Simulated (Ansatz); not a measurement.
Trial structure of SmSi₄, not yet relaxed:

```yaml
crystal:
  lattice:
    - [3.59809, 0.00000, 0.00000]
    - [-1.79905, 3.11604, 0.00000]
    - [0.00000, 0.00000, 8.63874]
  atoms:
    - { symbol: Sm, position: [0.00000, 0.00000, 0.50000] }
    - { symbol: Si, position: [0.66667, 0.33333, 0.18320] }
    - { symbol: Si, position: [0.66667, 0.33333, 0.81680] }
    - { symbol: Si, position: [0.00000, 0.00000, 0.00000] }
    - { symbol: Si, position: [0.66667, 0.33333, 0.00000] }
```

The calculation used DFT PBE, scalar-relativistic, plane waves, PAW, and for the lanthanide a 4f-in-core norm-conserving potential (Ansatz 0.2.0). Plane waves to 690 eV, a k mesh through Γ of 6×6×2 on the computed 5-atom cell and Gaussian smearing (0.10 eV); no spin polarisation.

Energies over the elements count from the elements' standard structures at the same level, with no fitted energy shifts.

Task: What does a single point on this coarse mesh give?

Result: The pressure is 65.7 GPa (the mean over three directions, positive in compression), the largest force is 33.42 eV/Å, and the energy is +3.89 eV/atom against the elements. The shortest distance is 1.58 Å, so close that the PAW spheres overlap strongly and these values are rough.

Task: How much does it gain on relaxing, and where does it end?

Result: Relaxing gains about 3.5 eV/atom (the start's value is from the coarse mesh, so the gain is rough) in 14 ionic steps and ends at +0.44 eV/atom on the finer mesh. The symmetry stays P-6m2 (No. 187). The volume per atom grows by 22.2 %, from 19.4 to 23.7 Å³. The shortest distance goes from 1.58 Å (Si–Si) to 2.30 Å (Si–Si). The ratio c/a of the conventional cell changes by a factor of 0.90. Conventional cell: a = 3.988 Å, c = 8.589 Å. Sm has 6 Si at 3.00 Å; Si on a site of symmetry 3m has 1 Si at 2.38 Å and 3 Sm at 3.00 Å; around Si on a site of symmetry -6m2 lie 3 Si at 2.30 Å; 1 more site not described.

The last run used a 12×12×6 mesh (in the run's order of axes) for its 5-atom cell and Gaussian smearing of 0.10 eV. The relaxation can't lower the symmetry of the start. A later test with randomly moved atoms led to a structure 527 meV/atom lower, so this end is a saddle point or a shallow minimum.

The lanthanide is trivalent by construction, without f bands, f moments or other valences. The reference runs of the other elements, and any phases without the lanthanide, used 420 eV, which shifts energies against them by under 10 meV/atom. The lanthanide's reference is the lowest of its hcp, dhcp and fcc cells.
